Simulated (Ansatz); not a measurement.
Cu3Sn:
```
CELL_PARAMETERS angstrom
      0.00000     3.02620     3.02620
      3.02620     0.00000     3.02620
      3.02620     3.02620     0.00000
ATOMIC_POSITIONS crystal
  Cu 0.50000 0.50000 0.50000
  Cu 0.75000 0.75000 0.75000
  Cu 0.25000 0.25000 0.25000
  Sn 0.00000 0.00000 0.00000
```

This is the PBEsol-relaxed structure.

Q: All from PBEsol (plane waves, PAW; program Ansatz), unless another level is named. Give the bulk modulus (Birch–Murnaghan fit).

A: 130 GPa.

Q: Give the highest zone-centre frequency.

A: 189 cm⁻¹.

Space group Fm-3m. The first step of the workflow began from a Materials Project structure, measured or hypothetical; the Crystallography Open Database copy checked does not list it. COD files the formula under space group No. 59, 63. With Cu and Sn taken as one species the cell has the higher symmetry Im-3m, so it may be an ordered model of a mixed-site phase. Whether it is the stable phase at ambient conditions was not checked. The cell was relaxed with PBEsol under the symmetry of its start. At this level the phase is mechanically unstable. No spin polarisation was allowed. As this level gives no gap, phonon frequencies hold no LO–TO term and depend on the k-mesh and smearing (Fermi–Dirac, 0.1 eV here). Scalar-relativistic: spin–orbit coupling is off unless named, which matters more the heavier the elements.

Potentials: the later of the program's two PAW sets.
